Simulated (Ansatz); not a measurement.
The relaxed structure here is a generated cell of HfO2: the first start was made by placing the elements on the sites of a structure type, and the end was not matched to a known phase here, so it may be hypothetical. Known forms of HfO2 include space group No. 14, 29, 137, 225.

One starting cell of HfO2 (a generated cell, HfO2 placed in the pyrite structure type) was relaxed twice with Ansatz (plane waves, PAW, scalar-relativistic): with r2SCAN at 500 eV and with PBE at 420 eV. The r2SCAN result:

HfO2 has the cubic space group Pa-3 (No. 205), Pearson symbol cP12. Cell: a = b = c = 5.160 Å, α = β = γ = 90.00°. Hf on 4a is coordinated by 6 O at 2.107 Å (octahedral). O on 8c is coordinated by 3 Hf at 2.107 Å (trigonal planar). (Neighbours: up to the widest gap in distance over summed covalent radii, below 1.35, at either atom; cation-cation and far metal-metal contacts left out.)

| quantity | r2SCAN | PBE |
|---|---|---|
| space group | Pa-3 | Pa-3 |
| volume (Å³/atom) | 11.45 | ? |
| a (Å) | 5.160 | ? |
| gap (eV, no spin-orbit coupling) | 4.41 | ? |

Q: What does PBE give for the same quantities?

A: 
- volume (Å³/atom), PBE: 11.71
- a (Å), PBE: 5.199
- gap (eV, no spin-orbit coupling), PBE: 3.85

Both levels end in the same structure; PBE's volume is 2.3 % larger; its gap is 0.56 eV smaller. Neither column is exact.

No spin polarisation in the result.

The run could not lose the symmetry of its start: the end is stationary, and may be a saddle point rather than a minimum.

Ansatz is an electronic-structure program.
